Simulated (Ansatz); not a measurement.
**NaZrP: reading a single point**

```
CELL_PARAMETERS angstrom
6.97325 0.00000 0.00000
0.00000 3.73695 0.00000
0.00000 0.00000 8.35269
ATOMIC_POSITIONS crystal
P 0.76500 0.25000 0.61300
P 0.73500 0.75000 0.11300
P 0.26500 0.25000 0.88700
P 0.23500 0.75000 0.38700
Na 0.12600 0.25000 0.54400
Na 0.37400 0.75000 0.04400
Na 0.62600 0.25000 0.95600
Na 0.87400 0.75000 0.45600
Zr 0.03500 0.25000 0.17300
Zr 0.46500 0.75000 0.67300
Zr 0.53500 0.25000 0.32700
Zr 0.96500 0.75000 0.82700
```

Single point in Ansatz 0.2.0 with PBE, no spin polarisation. Cutoff 420 eV, PAW datasets, 4×7×3 Γ-centred k mesh, fermi-dirac filling (width 0.0106 eV).

Task: Is it stable against the elements?

Result: -0.26 eV an atom against the elements' usual phases (free molecules for gases, crystals otherwise, with no correction for O₂ or N₂), so it is bound against them; other compounds may still compete. Relaxing would lower it.

Task: Describe some of the short contacts.

Result: P–Na at 2.41 Å: least valence density 0.23 e/Å³ and ELF 0.08 there. Na–Na at 2.67 Å: least valence density 0.07 e/Å³ and ELF 0.03 there. Zr–P at 2.85 Å: least valence density 0.25 e/Å³ and ELF 0.23 there. These are pseudo-fields; inside the PAW spheres they differ from the all-electron ones.

Task: What does the stress say?

Result: The pressure is 2.7 GPa (compression positive), so with the atoms held at these fractions the cell would first expand; the forces are large, so a full relaxation may end otherwise. The principal stresses -0.6, 0.4, 8.3 GPa differ, so its shape would change too.

Task: Metal or insulator?

Result: It is a metal on this mesh, though the bands barely overlap, with about 5.8 states/eV a cell as the mean within 0.25 eV of the Fermi level, mostly Zr d (79 %).

Task: How is the charge shared?

Result: Bader charges in e: Na +0.72, Zr +1.13, P -1.85. In the mean Zr gives up most and P takes most.

Task: Which atom feels the largest force, and which way?

Result: The largest is on P1 (and as large on other atoms): 3.32 eV/Å, components (-2.35, 0.00, 2.35). It makes 128° with the line to a nearest neighbour, Na8 at 2.41 Å.

Origin: a known structure type with other elements, at an estimated volume, so it need not be a known compound. Caveats: atoms or cell far from equilibrium.
